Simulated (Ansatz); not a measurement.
Elastic constants of LiCl at 13.4 GPa (stress–strain coefficients): input and output

These are results of Ansatz 0.2.0, DFT LDA, scalar-relativistic, plane waves, PAW, not measurements.

Launched with:
```bash
ansatz run input.yaml --threads 1 --pin off --max-ram 2560MiB --backend cpu --events-out ev --progress --plain --runs-dir out
```

Input (bare energies are in eV):
```yaml
crystal:
  lattice:
    - [0.0, 2.3153, 2.3153]
    - [2.3153, 0.0, 2.3153]
    - [2.3153, 2.3153, 0.0]
  atoms:
    - { symbol: Li, position: [0.0, 0.0, 0.0] }
    - { symbol: Cl, position: [0.5, 0.5, 0.5] }
basis:
  ecutwfc: 420
kpoints:
  mp_grid: { grid: [8, 8, 8] }
hamiltonian:
  xc: lda
scf:
  occupations: { method: fixed }
output:
  forces: true
  stress: true
  eigenvalues: true
elastic:
  mode: relaxed_ion
  stencil: two_point
```

From the output:
```
--- Elastic constants: 2 strain directions × 2 members + reference (group order 48) ---
  dense FFT box of the reference and of every strained cell: 24×24×24
  strains applied: 11, 23; error gains: componentwise 1.00 (the most a stress slope's error grows in a printed constant), spectral 1.73 (1 for all six strains in a standard setting)
  C = ∂σ_k/∂η_j (tension-positive GPa; Voigt order 11 22 33 23 13 12):
       190.180     45.142     45.142     -0.000      0.000      0.000
        45.142    190.180     45.142      0.000     -0.000      0.000
        45.142     45.142    190.180      0.000      0.000      0.000
        -0.000      0.000      0.000     42.342     -0.000     -0.000
         0.000     -0.000     -0.000      0.000     42.342      0.000
        -0.000      0.000     -0.000     -0.000     -0.000     42.342
  reference stress σ⁰ (GPa):    -13.443    -13.443    -13.443     -0.000     -0.000     -0.000
  C* (energy form; C + prestress term) asymmetry max|C*_kj − C*_jk| = 1.776e-14 GPa — a small one proves nothing (zero by symmetry where the batch's group is 432, −43m or m−3m); a large one is finite-difference/SCF noise where every solve ...
  moduli (Voigt/Reuss/Hill, GPa): K = 93.49/93.49/93.49   G = 54.41/50.80/52.61   E = 132.89   ν = 0.263
  mechanically stable: yes (min eigenvalue of sym C = 42.34 GPa)
  strain η (Voigt 11):  stress-route row diagonal C_11 = 190.18 GPa, energy-path curvature d²(F+E_count+ΔE)/dδ²/Ω₀ = 190.22 GPa
         δ    σ_11 (GPa) F (eV) n_scf n_hpsi n_pw
    -2.000e-3     -13.8275       -1249.2714194       6    9553    531   relax 0 steps, max|allowed force component| 8.28e-30 eV/Å
     2.000e-3     -13.0668       -1249.2797506       4    8006    531   relax 0 steps, max|allowed force component| 1.20e-30 eV/Å
  strain η (Voigt 23):  stress-route row diagonal C_44 = 42.34 GPa, energy-path curvature d²(F+E_count+ΔE)/dδ²/Ω₀ = 49.07 GPa
         δ    σ_23 (GPa) F (eV) n_scf n_hpsi n_pw
    -2.000e-3      -0.0847       -1249.2756289       5   13034    531   relax 0 steps, max|allowed force component| 1.62e-30 eV/Å
     2.000e-3       0.0847       -1249.2756289       4   11660    531   relax 0 steps, max|allowed force component| 2.17e-30 eV/Å
```

The run took 14 s on 1 thread of Intel(R) Xeon(R) Processor @ 2.50GHz (Skylake/Cascade Lake), with other jobs on the host, peak memory 0.32 GiB.

The cell is the ideal cubic rocksalt prototype.